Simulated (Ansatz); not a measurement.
CuI:
```xyz
2
Lattice="0.0000 2.9697 2.9697 2.9697 0.0000 2.9697 2.9697 2.9697 0.0000" Properties=species:S:1:pos:R:3 pbc="T T T"
I      4.4545     4.4545     4.4545
Cu     0.0000     0.0000     0.0000
```

This is the PBEsol-relaxed structure. Cartesian axes are those of the cell as given.

Task: All from PBEsol (plane waves, PAW; program Ansatz), unless another level is named. Give the Hill bulk and shear moduli.

Result: 49.4 and 16.8 GPa.

Task: Give the piezoelectric stress constants (proper, relaxed ions, C/m²).

Result: e14 = e25 = e36 = -0.06.

Space group F-43m (zinc blende). The cell was relaxed with PBEsol under the symmetry of its start. No spin polarisation was allowed. Spin–orbit coupling is left out wherever it is not named.

Potentials: the later of the program's two PAW sets.
